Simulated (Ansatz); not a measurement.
## Property card for K$_{2}$HBr

Theory: DFT PBE, scalar-relativistic, plane waves, PAW (Ansatz 0.2.0).

Settings: cutoff 420 eV, Γ-centred mesh 6×6×4 on the computed 4-atom cell, Gaussian smearing of 0.02 eV; no spin polarisation.

The structure is relaxed at this level of theory with its symmetry kept, and needn't be the ground state of this composition.

```xyz
4
Lattice="4.3146 0.0000 0.0000 -2.1573 3.7366 0.0000 0.0000 0.0000 7.7164" Properties=species:S:1:pos:R:3 pbc="T T T"
K     2.1573    1.2455    2.1229
K     2.1573    1.2455    5.5935
H     0.0000    2.4911    3.8582
Br    0.0000    0.0000    0.0000
```

| Property | Result |
| --- | --- |
| Space group | P-6m2 (No. 187) |
| Volume per atom | 209.9 bohr³ |
| Formation energy from the elements' standard states (uncorrected) | -0.918 eV/atom |
| Kohn–Sham band gap | 3.32 eV, indirect from (0.333, 0.333, 0.490) to A |
| Orbital (Löwdin) character of the top 1 eV of the valence band | H 1s 78 %, K 4s 14 % |
| Electron masses at the edge by direction of the standard setting (m_e; one valley, along these axes only; no spin-orbit coupling) | x: 0.54; y: 0.54; z: 0.34 |
| Hole masses at the edge by direction of the standard setting (m_e; one valley, along these axes only; no spin-orbit coupling) | x: 2.4; y: 2.4; z: over 30 |
| Bader charge by site (e) | K (2 in the cell) 0.80, H (1 in the cell) -0.79, Br (1 in the cell) -0.82 |

The cell was found from a structure generator's guess, not taken from experiment. Kohn–Sham gaps at this level usually fall short of measured ones.
